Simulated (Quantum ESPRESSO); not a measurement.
AlTa5TiLi, input and log of a self-consistent run

Simulated, not a measurement. The program is pw.x of Quantum ESPRESSO 7.5 (plane-wave density functional theory). The cell is made up: eight metal atoms on a hexagonal close-packed lattice, with elements, volume, strain and displacements drawn at random and not relaxed, so it may be unstable or far from any real phase. PseudoDojo standard norm-conserving files set the functional (PBE unless stated); there is no spin polarisation or spin-orbit coupling, the Fermi-Dirac width of 0.25 eV means electrons at about 2900 K, and the masses in the input are unused placeholders. Heavy elements are run without spin-orbit coupling, which real alloys of them have. A spin test at this wide smearing found no moment, but such smearing suppresses magnetism that the real alloy may have.

Input:

```
&control calculation='scf', pseudo_dir='./dojo.nc.sr.pbe.v0_5.standard.upf', outdir='./o', disk_io='medium', tprnfor=.true., tstress=.true. /
&system ibrav=0, nat=8, ntyp=4, nbnd=58, ecutwfc=84.00895049, nosym=.true., tot_charge=0,
 occupations='smearing', smearing='fd', degauss=0.0183746611
/
&electrons conv_thr=1.470e-08, electron_maxstep=70, mixing_beta=0.5 /
ATOMIC_SPECIES
Al 1.0 Al.upf
Li 1.0 Li.upf
Ta 1.0 Ta.upf
Ti 1.0 Ti.upf
CELL_PARAMETERS angstrom
2.8904 0.0 4.7064
2.8904 0.0 -4.7064
-2.8904 5.0062 0.0
ATOMIC_POSITIONS angstrom
Al -0.0375 0.0031 0.0687
Ta -1.4302 2.4602 -0.0117
Ti 2.8618 1.554 -2.3426
Li 1.4392 4.1954 -2.3331
Ta 2.9082 0.0635 -0.0136
Ta 1.4912 2.4859 0.0078
Ta 2.9642 1.6723 2.3451
Ta 1.4986 4.1374 2.3233
K_POINTS automatic
5 5 5 1 1 1
```

The log is shortened where brackets say so; the opening notice, blank lines, dates and the lines on written files are dropped, and the path of the files is cut. It prints rydbergs, bohrs and kilobars, and counts compression as positive stress. Its total energy is the free energy E - TS of the whole cell.

```
     Program PWSCF v.7.5
     Parallel version (MPI & OpenMP), running on       1 processor cores
     Number of MPI processes:                 1
     Threads/MPI process:                     1
     [start-up lines left out]
     bravais-lattice index     =            0
     lattice parameter (alat)  =      10.4371  a.u.
     unit-cell volume          =     919.1398 (a.u.)^3
     number of atoms/cell      =            8
     number of atomic types    =            4
     number of electrons       =        83.00
     number of Kohn-Sham states=           58
     kinetic-energy cutoff     =      84.0090  Ry
     charge density cutoff     =     336.0358  Ry
     scf convergence threshold =      1.5E-08
     mixing beta               =       0.5000
     number of iterations used =            8  plain     mixing
     Exchange-correlation= PBE
                           (   1   4   3   4   0   0   0)
     [axes and pseudopotential details left out]
   Cartesian axes
     site n.     atom                  positions (alat units)
         1        Al     tau(   1) = (  -0.0067897   0.0005613   0.0124387  )
         2        Ta     tau(   2) = (  -0.2589489   0.4454384  -0.0021184  )
         3        Ti     tau(   3) = (   0.5181512   0.2813638  -0.4241460  )
         4        Li     tau(   4) = (   0.2605784   0.7596099  -0.4224260  )
         5        Ta     tau(   5) = (   0.5265523   0.0114972  -0.0024624  )
         6        Ta     tau(   6) = (   0.2699934   0.4500916   0.0014123  )
         7        Ta     tau(   7) = (   0.5366915   0.3027830   0.4245986  )
         8        Ta     tau(   8) = (   0.2713332   0.7491085   0.4206516  )
     number of k points=    63  Fermi-Dirac smearing, width (Ry)=  0.0184
                       cart. coord. in units 2pi/alat
        k(    1) = (   0.1910842   0.2206503   0.0000000), wk =   0.0320000
        k(    2) = (   0.1910842   0.4413006   0.0000000), wk =   0.0320000
     [further k points left out]
     Dense  grid:    95643 G-vectors     FFT dimensions: (  64,  64,  64)
     Estimated max dynamical RAM per process >     171.53 MB
     Initial potential from superposition of free atoms
     starting charge      82.9868, renormalised to      83.0000
     Starting wfcs are   66 randomized atomic wfcs
     total cpu time spent up to now is       40.9 secs
     per-process dynamical memory:    95.9 Mb
     Self-consistent Calculation
     iteration #  1     ecut=    84.01 Ry     beta= 0.50
     Davidson diagonalization with overlap
     ethr =  1.00E-02,  avg # of iterations =  2.5
     Threshold (ethr) on eigenvalues was too large:
     Diagonalizing with lowered threshold
     Davidson diagonalization with overlap
     ethr =  2.86E-04,  avg # of iterations =  5.4
     total cpu time spent up to now is      266.1 secs
     total energy              =    -788.66000237 Ry
     estimated scf accuracy    <       0.27760587 Ry
     iteration #  2     ecut=    84.01 Ry     beta= 0.50
     Davidson diagonalization with overlap
     ethr =  3.34E-04,  avg # of iterations =  2.6
     total cpu time spent up to now is      368.7 secs
     total energy              =    -788.59713012 Ry
     estimated scf accuracy    <       0.89191825 Ry
     iteration #  3     ecut=    84.01 Ry     beta= 0.50
     Davidson diagonalization with overlap
     ethr =  3.34E-04,  avg # of iterations =  2.5
     total cpu time spent up to now is      467.7 secs
     total energy              =    -788.69862977 Ry
     estimated scf accuracy    <       0.23285375 Ry
     iteration #  4     ecut=    84.01 Ry     beta= 0.50
     Davidson diagonalization with overlap
     ethr =  2.81E-04,  avg # of iterations =  1.0
     total cpu time spent up to now is      551.4 secs
     total energy              =    -788.72203058 Ry
     estimated scf accuracy    <       0.04277273 Ry
     iteration #  5     ecut=    84.01 Ry     beta= 0.50
     Davidson diagonalization with overlap
     ethr =  5.15E-05,  avg # of iterations =  1.4
     total cpu time spent up to now is      634.9 secs
     total energy              =    -788.72533289 Ry
     estimated scf accuracy    <       0.01094754 Ry
     [iterations 6 to 9 left out]
     iteration # 10     ecut=    84.01 Ry     beta= 0.50
     Davidson diagonalization with overlap
     ethr =  1.47E-08,  avg # of iterations =  4.8
     total cpu time spent up to now is     1166.9 secs
     total energy              =    -788.72675013 Ry
     estimated scf accuracy    <       0.00000661 Ry
     iteration # 11     ecut=    84.01 Ry     beta= 0.50
     Davidson diagonalization with overlap
     ethr =  7.96E-09,  avg # of iterations =  1.8
     total cpu time spent up to now is     1254.9 secs
     total energy              =    -788.72675080 Ry
     estimated scf accuracy    <       0.00000039 Ry
     iteration # 12     ecut=    84.01 Ry     beta= 0.50
     Davidson diagonalization with overlap
     ethr =  4.74E-10,  avg # of iterations =  4.2
     total cpu time spent up to now is     1380.4 secs
     total energy              =    -788.72675088 Ry
     estimated scf accuracy    <       0.00000009 Ry
     iteration # 13     ecut=    84.01 Ry     beta= 0.50
     Davidson diagonalization with overlap
     ethr =  1.08E-10,  avg # of iterations =  2.3
     total cpu time spent up to now is     1502.8 secs
     total energy              =    -788.72675088 Ry
     estimated scf accuracy    <       0.00000008 Ry
     iteration # 14     ecut=    84.01 Ry     beta= 0.50
     Davidson diagonalization with overlap
     ethr =  9.19E-11,  avg # of iterations =  1.4
     total cpu time spent up to now is     1627.6 secs
     End of self-consistent calculation
     [lines on levels left out]
!    total energy              =    -788.72675089 Ry
     estimated scf accuracy    <          3.6E-09 Ry
     smearing contrib. (-TS)   =      -0.11788516 Ry
     internal energy E=F+TS    =    -788.60886573 Ry
     The total energy is F=E-TS. E is the sum of the following terms:
     one-electron contribution =    -202.88335214 Ry
     hartree contribution      =     132.16041874 Ry
     xc contribution           =    -171.17006275 Ry
     ewald contribution        =    -546.71586958 Ry
     convergence has been achieved in  14 iterations
     Forces acting on atoms (cartesian axes, Ry/au):
     atom    1 type  1   force =     0.02770522   -0.00979253   -0.02748848
     atom    2 type  3   force =     0.01334939    0.02795804    0.01033734
     atom    3 type  4   force =     0.01952602    0.02708263   -0.02324948
     atom    4 type  2   force =     0.01337918   -0.00317086   -0.00457000
     atom    5 type  3   force =    -0.01460300   -0.03101675    0.00263068
     atom    6 type  3   force =    -0.02562367    0.00985532   -0.01562931
     atom    7 type  3   force =    -0.01361526   -0.00429050    0.03528917
     atom    8 type  3   force =    -0.02011789   -0.01662535    0.02268007
     Total force =     0.096829     Total SCF correction =     0.000231
     Computing stress (Cartesian axis) and pressure
          total   stress  (Ry/bohr**3)                   (kbar)     P=       70.36
   0.00038510   0.00007076  -0.00011308           56.65       10.41      -16.64
   0.00007076   0.00047824  -0.00002006           10.41       70.35       -2.95
  -0.00011308  -0.00002006   0.00057148          -16.64       -2.95       84.07
     init_run     :     38.25s CPU     40.73s WALL (       1 calls)
     electrons    :   1539.53s CPU   1586.74s WALL (       1 calls)
     forces       :     22.31s CPU     22.67s WALL (       1 calls)
     stress       :     78.34s CPU     79.02s WALL (       1 calls)
     [timing details left out]
     PWSCF        :  27m59.18s CPU  28m51.84s WALL
     JOB DONE.
```

In other units: free energy -10731.174 eV for the cell, pressure 7.04 GPa, largest force component 0.907 eV/Å in size. The run took 1733 s of wall time with one process on a shared machine (AMD EPYC, Zen 5, virtual cores), so the time is rough. A rerun of this cell at a higher cutoff and on a denser mesh moved values by no more than 0.003 eV in energy, 0.04 GPa in stress and 0.003 eV/Å in force, and a second program with other atomic files agreed on that cell to 2 % rms in force and 0.5 GPa in pressure.